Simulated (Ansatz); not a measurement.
AgAu3 (Cu3Au type, Pm-3m), plane-wave PAW LDA (Ansatz code), all energies at zero smearing, with the estimated change up to a 700 eV cutoff added, with one set of potentials and settings (totals compare only within such a set). Cell of 4 atoms (1 Ag, 3 Au): -46053.200 eV.

```
element                reference phase  E (eV/atom)
-------  -----------------------------  -----------
Ag       P6_3/mmc, 4 atoms in the cell   -7458.1511
Au          Fm-3m, 1 atoms in the cell  -12864.9550
```

Formation energy per atom, worked out: (-46053.200 − 1×(-7458.1511) − 3×(-12864.9550))/4 = -0.046 eV/atom (-4 kJ per mol of atoms), at 0 K, without zero-point energy or fitted corrections.

The workflow started from a Materials Project entry (that database holds measured and hypothetical structures alike); the Crystallography Open Database copy checked does not list it. Whether it is the stable phase at ambient conditions was not checked. The cell was relaxed with LDA under the symmetry of its start; its stability against distortions is not shown here. No spin polarisation was allowed. The references are the lowest solids computed at this level, not always the standard phases. Scalar-relativistic: spin–orbit coupling is off unless named, which matters more the heavier the elements.

Potentials: the later of the program's two PAW sets.
